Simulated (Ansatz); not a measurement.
The start is a relaxed Y cell with every coordinate shifted by Gaussian noise of σ = 0.1 Å. Cell shape, volume and atoms are optimised at zero target pressure with r2SCAN (plane waves to 500 eV, PAW, scalar-relativistic; Ansatz, a program for electronic structure). The first steps use a coarse 10×10×6 k-mesh.

Starting cell:
```
CELL_PARAMETERS angstrom
      3.68257     0.00000     0.00000
     -1.84129     3.18920     0.00000
      0.00000     0.00000     5.69848
ATOMIC_POSITIONS crystal
  Y  0.31645 0.69529 0.73212
  Y  0.68048 0.31818 0.24168
```

* **Largest initial force**: 0.34 eV/Å, on Y1, Y2 (atoms numbered as listed)
* **Energy released**: 0.02 eV/atom
* **Relative to the parent**: It relaxes back to the parent, P6₃/mmc (No. 194)
* **Shortest distances (start → end)**: The closest pairs of elements (up to four, under 3.6 Å), start → end: Y–Y 3.43 → 3.56 Å
* **Optimiser moves**: 6

Final values are on a 15×15×8 k-mesh of the relaxed cell. No spin polarisation in the result.

The run could not lose the symmetry of its start.
